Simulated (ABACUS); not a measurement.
A self-consistent single point of SiC (P6_3mc, 12 atoms in the cell; from Materials Project mp-7631, changed as shown).

```xyz
12
Lattice="3.0868 0.0000 0.0000 -1.5434 2.6733 0.0000 0.0000 0.0000 15.1482" Properties=species:S:1:pos:R:3 pbc="T T T"
Si     0.0000     1.7822    12.6183
Si     1.5434     0.8911     5.0442
Si     1.5434     0.8911    10.0963
Si     0.0000     1.7822     2.5222
Si     0.0000     0.0000     7.5700
Si     0.0000     0.0000    15.1441
C      0.0000     0.0000    13.2452
C      0.0000     0.0000     5.6710
C      0.0000     1.7822    10.7250
C      1.5434     0.8911     3.1508
C      1.5434     0.8911     8.2031
C      0.0000     1.7822     0.6290
```

Level of theory: PBE, PseudoDojo 0.5 standard norm-conserving PBE (tails mended) pseudopotentials (plane waves; ABACUS 3.10.1).

ABACUS settings:

```
setting                                                               value
---------------  ----------------------------------------------------------
KPT                                                 Gamma 6 6 2 0.5 0.5 0.5
basis_type                                                               pw
ecutwfc                                                               82 Ry
smearing_method                                                       fixed
potentials       PseudoDojo 0.5 standard norm-conserving PBE (tails mended)
symmetry                                                                  1
symmetry_prec                                                         1e-05
ks_solver                                                      dav_subspace
scf_nmax                                                                100
scf_thr                                                          1.0e-09 Ry
mixing_type                                                           pulay
```

Results:

Number of valence electrons: 48
Number of bands: 34
Number of k-points after the program's reduction: 12
Number of plane waves (most at a k-point): 10643
Number of SCF iterations: 10
FFT grid: 36 × 36 × 180
Free energy E − TS: -1676.7918 eV
Pressure: 1.66 GPa
Largest force (vector length): 0.008 eV/Å

Forces (eV/Å):
```
atom     Fx     Fy      Fz
----  -----  -----  ------
Si1   0.000  0.000  -0.003
Si2   0.000  0.000  -0.003
Si3   0.000  0.000   0.000
Si4   0.000  0.000   0.000
Si5   0.000  0.000  -0.007
Si6   0.000  0.000  -0.007
C7    0.000  0.000   0.008
C8    0.000  0.000   0.008
C9    0.000  0.000   0.002
C10   0.000  0.000   0.002
C11   0.000  0.000   0.001
C12   0.000  0.000   0.001
```

Stress (GPa, positive for compression):
```
1.67  0.00  0.00
0.00  1.67  0.00
0.00  0.00  1.64
```

For comparison: a first run was changed to give this one (volume scaled by 1.01), and from it to this one the free energy falls by 1.8 meV/atom, the pressure goes from 3.88 to 1.66 GPa and the largest force hardly changes (0.010 to 0.008 eV/Å).

The structure comes from a collection of computed structures, made at another level of theory; the collection holds predicted forms beside known ones.

Cost on one core: very roughly 3 core-minutes.

“Tails mended”: in these copies of the files the far tail of each local potential was reset to the Coulomb form.
